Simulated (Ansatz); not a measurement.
ZnSe:
```xyz
2
Lattice="0.0000 2.8665 2.8665 2.8665 0.0000 2.8665 2.8665 2.8665 0.0000" Properties=species:S:1:pos:R:3 pbc="T T T"
Se     4.2998     4.2998     4.2998
Zn     0.0000     0.0000     0.0000
```

Tensor components refer to the Cartesian frame of this cell.

Question: Give the high-frequency dielectric tensor and the Born effective charge tensors of the independent atoms from DFPT, DFT-PBE in the program Ansatz with PAW potentials.

Answer: 
ε∞:
```
7.37  0.00  0.00
0.00  7.37  0.00
0.00  0.00  7.37
```
Z* of atom 1 (Se), rows: field, columns: displacement, in e:
```
-2.11   0.00   0.00
 0.00  -2.11   0.00
 0.00   0.00  -2.11
```
Z* of atom 2 (Zn), rows: field, columns: displacement, in e:
```
2.11  0.00  0.00
0.00  2.11  0.00
0.00  0.00  2.11
```

Static charges for comparison (Bader): Se1 -0.75, Zn2 +0.75 e. Born charges measure polarisation by displacement and can exceed these by far.

Space group F-43m (zinc blende). The PBE relaxation kept the symmetry of its start. Spin–orbit coupling is left out wherever it is not named.

Potentials: the later of the program's two PAW sets.
